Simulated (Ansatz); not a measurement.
Relaxed ZnCu (CsCl type):

```xyz
4
Lattice="5.9276 0.0000 0.0000 2.9638 2.9638 0.0000 0.0000 0.0000 2.9638" Properties=species:S:1:pos:R:3 pbc="T T T"
Zn     0.0000     0.0000     0.0000
Zn     2.9638     0.0000     0.0000
Cu     1.4819     1.4819     1.4819
Cu     4.4457     1.4819     1.4819
```

The atoms are displaced by Q × the pattern below (from a DFPT mode at M = (0.5, 0.5, 0.0), largest move 1; Q in Å), at fixed cell. (q is in reciprocal vectors of the primitive cell; the cell shown is doubled to hold the pattern.)

```
atom      x      y       z
----  -----  -----  ------
Cu3   0.000  0.000   1.000
Cu4   0.000  0.000  -1.000
```

Atoms not listed stay in place.

The numbers are results of PBE (plane waves to 420 eV, PAW, scalar-relativistic; Ansatz, a program for electronic structure), not measurements. k mesh 16×16×16 (Γ-centred), Fermi-Dirac smearing 0.05 eV. E stands for the smeared free energy. With partly filled bands, energies and forces of such displacements shift with the k mesh and the smearing. ZnCu is run without spin polarisation. ZnCu was relaxed with its symmetry unable to fall. The zero of ΔE is the undisplaced structure.

Estimate the ΔE (eV/cell) for Q (Å) = -0.187, 0.047, 0.093, 0.140, 0.280.


| Q (Å) | ΔE (eV/cell) |
|---|---|
| -0.187 | 0.193 |
| 0.047 | 0.012 |
| 0.093 | 0.048 |
| 0.140 | 0.109 |
| 0.280 | 0.429 |

(For displaced atoms, the force is minus the slope of the energy, and its curvature is a force constant, which sets phonon frequencies.)
